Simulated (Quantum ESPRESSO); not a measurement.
# Al2ZnF7Cl: input and log of a self-consistent run

Simulated, not a measurement. The program is pw.x of Quantum ESPRESSO 7.5 (plane-wave density functional theory). The cell is made up: 11 atoms on a rutile lattice with one site empty, with randomly drawn elements, strain and displacements, not relaxed. PseudoDojo standard norm-conserving files (v0.5 for PBE, v0.4.1 for LDA and PBEsol) set the functional; there is no spin polarisation, spin-orbit coupling or dispersion term, and the masses in the input are unused placeholders. A spin-polarised start on this cell or one of its family kept no moment.

Input:

```
&control calculation='scf', pseudo_dir='./dojo.nc.sr.pbe.v0_5.standard.upf', outdir='./o', disk_io='low', tprnfor=.true., tstress=.true. /
&system ibrav=0, nat=11, ntyp=4, nbnd=47, ecutwfc=84.00895049, nosym=.true., tot_charge=0,
 occupations='smearing', smearing='fd', degauss=0.0018374661
/
&electrons conv_thr=7.350e-09, electron_maxstep=60, /
ATOMIC_SPECIES
Al 1.0 Al.upf
Cl 1.0 Cl.upf
F 1.0 F.upf
Zn 1.0 Zn.upf
CELL_PARAMETERS angstrom
4.652 0.012 0.01
0.012 4.7119 0.0244
0.0134 0.0325 6.4529
ATOMIC_POSITIONS angstrom
Al 0.0083 0.0925 0.0112
Zn 2.2165 2.454 1.6618
Al -0.0183 0.0898 3.2536
F 1.4679 1.4175 -0.0376
F 3.2639 3.1561 -0.0306
F 3.6752 0.9644 1.6205
F 1.0469 3.8412 1.5666
Cl 1.5717 1.5316 3.1876
F 3.2205 3.3422 3.2286
F 3.7452 0.9911 4.9708
F 1.0324 3.8461 4.725
K_POINTS automatic
5 5 4 1 1 1
```

The log is shortened where brackets say so; the opening notice, blank lines, dates and the lines on written files are dropped, and the path of the files is cut. It prints rydbergs, bohrs and kilobars, and counts compression as positive stress. With no partly filled state, the Fermi energy that it prints is only some level between the filled and the empty states on the mesh, and need not lie in the true gap.

```
     Program PWSCF v.7.5
     Parallel version (MPI & OpenMP), running on       4 processor cores
     Number of MPI processes:                 4
     Threads/MPI process:                     1
     [start-up lines left out]
     bravais-lattice index     =            0
     lattice parameter (alat)  =       8.7911  a.u.
     unit-cell volume          =     954.4896 (a.u.)^3
     number of atoms/cell      =           11
     number of atomic types    =            4
     number of electrons       =        82.00
     number of Kohn-Sham states=           47
     kinetic-energy cutoff     =      84.0090  Ry
     charge density cutoff     =     336.0358  Ry
     scf convergence threshold =      7.3E-09
     mixing beta               =       0.7000
     number of iterations used =            8  plain     mixing
     Exchange-correlation= PBE
                           (   1   4   3   4   0   0   0)
     [axes and pseudopotential details left out]
   Cartesian axes
     site n.     atom                  positions (alat units)
         1        Al     tau(   1) = (   0.0017842   0.0198838   0.0024076  )
         2        Zn     tau(   2) = (   0.4764591   0.5275121   0.3572207  )
         3        Al     tau(   3) = (  -0.0039338   0.0193034   0.6993942  )
         4        F      tau(   4) = (   0.3155399   0.3047059  -0.0080825  )
         5        F      tau(   5) = (   0.7016083   0.6784356  -0.0065778  )
         6        F      tau(   6) = (   0.7900213   0.2073075   0.3483428  )
         7        F      tau(   7) = (   0.2250417   0.8257047   0.3367565  )
         8        Cl     tau(   8) = (   0.3378528   0.3292329   0.6852068  )
         9        F      tau(   9) = (   0.6922790   0.7184396   0.6940202  )
        10        F      tau(  10) = (   0.8050685   0.2130470   1.0685236  )
        11        F      tau(  11) = (   0.2219248   0.8267580   1.0156864  )
     number of k points=    50  Fermi-Dirac smearing, width (Ry)=  0.0018
                       cart. coord. in units 2pi/alat
        k(    1) = (   0.0995555   0.0980127   0.0894147), wk =   0.0400000
        k(    2) = (   0.0991705   0.0970804   0.2696502), wk =   0.0400000
     [further k points left out]
     Dense  grid:    99231 G-vectors     FFT dimensions: (  54,  54,  72)
     Estimated max dynamical RAM per process >     262.25 MB
     Estimated total dynamical RAM >     976.32 MB
     Initial potential from superposition of free atoms
     starting charge      81.9949, renormalised to      82.0000
     Starting wfcs are   50 randomized atomic wfcs
     total cpu time spent up to now is        5.1 secs
     per-process dynamical memory:   202.3 Mb
     Self-consistent Calculation
     iteration #  1     ecut=    84.01 Ry     beta= 0.70
     Davidson diagonalization with overlap
     ethr =  1.00E-02,  avg # of iterations =  3.5
     total cpu time spent up to now is       16.3 secs
     total energy              =    -805.42958431 Ry
     estimated scf accuracy    <       1.36424825 Ry
     iteration #  2     ecut=    84.01 Ry     beta= 0.70
     Davidson diagonalization with overlap
     ethr =  1.66E-03,  avg # of iterations =  2.7
     total cpu time spent up to now is       27.9 secs
     total energy              =    -805.73798970 Ry
     estimated scf accuracy    <       1.46417217 Ry
     iteration #  3     ecut=    84.01 Ry     beta= 0.70
     Davidson diagonalization with overlap
     ethr =  1.66E-03,  avg # of iterations =  2.0
     total cpu time spent up to now is       37.7 secs
     total energy              =    -806.03121631 Ry
     estimated scf accuracy    <       0.03401880 Ry
     iteration #  4     ecut=    84.01 Ry     beta= 0.70
     Davidson diagonalization with overlap
     ethr =  4.15E-05,  avg # of iterations =  6.9
     total cpu time spent up to now is       51.2 secs
     total energy              =    -806.04083118 Ry
     estimated scf accuracy    <       0.00989131 Ry
     iteration #  5     ecut=    84.01 Ry     beta= 0.70
     Davidson diagonalization with overlap
     ethr =  1.21E-05,  avg # of iterations =  2.9
     total cpu time spent up to now is       62.2 secs
     total energy              =    -806.04218719 Ry
     estimated scf accuracy    <       0.00053065 Ry
     iteration #  6     ecut=    84.01 Ry     beta= 0.70
     Davidson diagonalization with overlap
     ethr =  6.47E-07,  avg # of iterations =  5.3
     total cpu time spent up to now is       74.2 secs
     total energy              =    -806.04228922 Ry
     estimated scf accuracy    <       0.00006072 Ry
     iteration #  7     ecut=    84.01 Ry     beta= 0.70
     Davidson diagonalization with overlap
     ethr =  7.40E-08,  avg # of iterations =  2.0
     total cpu time spent up to now is       84.6 secs
     total energy              =    -806.04230408 Ry
     estimated scf accuracy    <       0.00000862 Ry
     iteration #  8     ecut=    84.01 Ry     beta= 0.70
     Davidson diagonalization with overlap
     ethr =  1.05E-08,  avg # of iterations =  2.0
     total cpu time spent up to now is       94.7 secs
     total energy              =    -806.04230651 Ry
     estimated scf accuracy    <       0.00000125 Ry
     iteration #  9     ecut=    84.01 Ry     beta= 0.70
     Davidson diagonalization with overlap
     ethr =  1.53E-09,  avg # of iterations =  2.0
     total cpu time spent up to now is      105.0 secs
     total energy              =    -806.04230673 Ry
     estimated scf accuracy    <       0.00000010 Ry
     iteration # 10     ecut=    84.01 Ry     beta= 0.70
     Davidson diagonalization with overlap
     ethr =  1.16E-10,  avg # of iterations =  2.0
     total cpu time spent up to now is      115.4 secs
     total energy              =    -806.04230675 Ry
     estimated scf accuracy    <       0.00000001 Ry
     iteration # 11     ecut=    84.01 Ry     beta= 0.70
     Davidson diagonalization with overlap
     ethr =  1.39E-11,  avg # of iterations =  2.0
     total cpu time spent up to now is      125.6 secs
     End of self-consistent calculation
          k = 0.0996 0.0980 0.0894 ( 12396 PWs)   bands (ev):
  -119.9077 -74.2046 -74.1008 -74.0697 -20.0707 -19.6484 -18.0839 -17.6566
   -17.4059 -17.2065 -16.8212 -11.4278  -4.1584  -3.0535  -2.4459  -2.3502
    -2.0353  -1.9404  -1.6861  -1.2993  -1.0211  -0.8292  -0.6777  -0.5084
    -0.2251  -0.0983   0.4277   0.5557   0.7502   0.8383   0.9496   1.1878
     1.4541   1.5643   1.6849   1.7647   1.9153   2.0755   2.3418   2.6531
     2.8620   6.8437   9.2036  10.4484  11.3022  11.9553  12.4586
     [levels at the other k points left out]
     the Fermi energy is     4.6456 ev
!    total energy              =    -806.04230676 Ry
     estimated scf accuracy    <          2.0E-09 Ry
     smearing contrib. (-TS)   =       0.00000000 Ry
     internal energy E=F+TS    =    -806.04230676 Ry
     The total energy is F=E-TS. E is the sum of the following terms:
     one-electron contribution =    -615.15902887 Ry
     hartree contribution      =     347.22499250 Ry
     xc contribution           =    -135.85662667 Ry
     ewald contribution        =    -402.25164371 Ry
     convergence has been achieved in  11 iterations
     Forces acting on atoms (cartesian axes, Ry/au):
     atom    1 type  1   force =     0.00281997    0.00600042   -0.07559041
     atom    2 type  4   force =     0.13852681    0.05884283   -0.23903246
     atom    3 type  1   force =    -0.06222982   -0.08547628    0.08071118
     atom    4 type  3   force =    -0.09100372   -0.07572456    0.02475082
     atom    5 type  3   force =     0.06905395    0.08708311    0.04872102
     atom    6 type  3   force =     0.09606353   -0.08029444   -0.01856453
     atom    7 type  3   force =    -0.13066372    0.12537714   -0.03089933
     atom    8 type  2   force =    -0.11936238   -0.13886098    0.22433366
     atom    9 type  3   force =     0.11399062    0.10603726   -0.01456354
     atom   10 type  3   force =     0.07054643   -0.07255333    0.00098919
     atom   11 type  3   force =    -0.08774167    0.06956883   -0.00085560
     Total force =     0.559863     Total SCF correction =     0.000069
     Computing stress (Cartesian axis) and pressure
          total   stress  (Ry/bohr**3)                   (kbar)     P=      -33.38
  -0.00027933  -0.00021028  -0.00029437          -41.09      -30.93      -43.30
  -0.00021028  -0.00002772  -0.00035465          -30.93       -4.08      -52.17
  -0.00029437  -0.00035465  -0.00037373          -43.30      -52.17      -54.98
     init_run     :      4.66s CPU      4.86s WALL (       1 calls)
     electrons    :    120.01s CPU    120.54s WALL (       1 calls)
     forces       :      2.06s CPU      2.07s WALL (       1 calls)
     stress       :      7.03s CPU      7.04s WALL (       1 calls)
     [timing details left out]
     PWSCF        :   2m14.11s CPU   2m14.92s WALL
     JOB DONE.
```

In other units: free energy -10966.764 eV for the cell, pressure -3.34 GPa, largest force component 6.146 eV/Å. A rerun of a related cell, with the same atoms placed differently, at 1437 eV and a 7 x 7 x 6 mesh moved values by no more than 0.003 eV in energy, 0.02 GPa in stress and 0.002 eV/Å in force.